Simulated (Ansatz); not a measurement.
Data:

Ta2InC in space group P6_3/mmc (No. 194; Ta on 4f, In on 2d, C on 2a), a = 3.137 Å, b = 3.137 Å, c = 14.341 Å, α = 90.00°, β = 90.00°, γ = 120.00°.

This is the PBEsol-relaxed structure.

### Question
All from PBEsol (plane waves, PAW; program Ansatz), unless another level is named. Predict the electronic character.

### Answer
metallic (no gap).

### Question
Next, the density of states at the Fermi level?

### Answer
0.40 states/eV per atom (mean over ±0.08 eV).

### Question
What about the formation energy from the elements (no fitted shifts)?

### Answer
-0.46 eV/atom.

### Question
And the gap with spin–orbit coupling?

### Answer
none (metallic).

The workflow started from a Materials Project entry (that database holds measured and hypothetical structures alike); the Crystallography Open Database copy checked does not list it. Whether it is the stable phase at ambient conditions was not checked. The PBEsol relaxation kept the symmetry of its start; its stability against distortions is not shown here. No spin polarisation was allowed. The references are the lowest solids computed at this level, not always the standard phases. Scalar-relativistic: spin–orbit coupling is off unless named, which matters more the heavier the elements.

Potentials: the later of the program's two PAW sets.
